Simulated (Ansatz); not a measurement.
# Relaxing a structure of Ni

The start is a generated trial cell of Ni in the omega structure type. Cell shape, volume and atoms are optimised at zero target pressure with r2SCAN (plane waves to 500 eV, PAW, scalar-relativistic; Ansatz, a program for electronic structure). The first steps use a coarse 10×10×13 k-mesh.

The start:
```
CELL_PARAMETERS angstrom
      3.94680     0.00000     0.00000
     -1.97340     3.41803     0.00000
      0.00000     0.00000     2.40051
ATOMIC_POSITIONS crystal
  Ni 0.00000 0.00000 0.00000
  Ni 0.33333 0.66667 0.50000
  Ni 0.66667 0.33333 0.50000
```
Spin-polarised start, with parallel moments on Ni.

By how much does the energy per atom fall from start to end?

Under 0.01 eV/atom.

How does the volume per atom move from start to end?

-0.6 %, from 10.79 to 10.73 Å³/atom.

How do the shortest distances between atoms change?

The closest pairs of elements (up to four, under 3.6 Å), start → end: Ni–Ni 2.28 → 2.27 Å.

What band gap does the relaxed structure have at this level?

No gap (metallic).

What magnetic moments remain?

Net 0.71 μB/atom, ferromagnetic.

Write out the relaxed structure.


Space group P6/mmm (No. 191); a = b = 3.9380 Å, c = 2.3979 Å, α = β = 90.00°, γ = 120.00°

| atom | site | symmetry | x | y | z |
|---|---|---|---|---|---|
| Ni | 1a | 6/mmm | 0.0000 | 0.0000 | 0.0000 |
| Ni | 2d | -6m2 | 0.3333 | 0.6667 | 0.5000 |

The space group stays P6/mmm (No. 191) (the run could not lower it), with 3 atoms in the primitive magnetic cell. Final values are on a 14×14×19 k-mesh of the relaxed cell. Spin state reached: ferromagnetic (net 0.71 μB/atom), from parallel starting moments; other spin orders were not run from this start. r2SCAN tends to overstate moments in metals. The program's look for a lower electronic state was skipped, cut short or left open in this run.

The run could not lose the symmetry of its start: the end is stationary, and may be a saddle point rather than a minimum.

All atoms sit on sites fixed by symmetry, so only the cell could relax.

The relaxed structure here is a generated cell of Ni: the first start was made by placing the elements on the sites of a structure type, and the end was not matched to a known phase here, so it may be hypothetical. Known forms of Ni include space group No. 225.
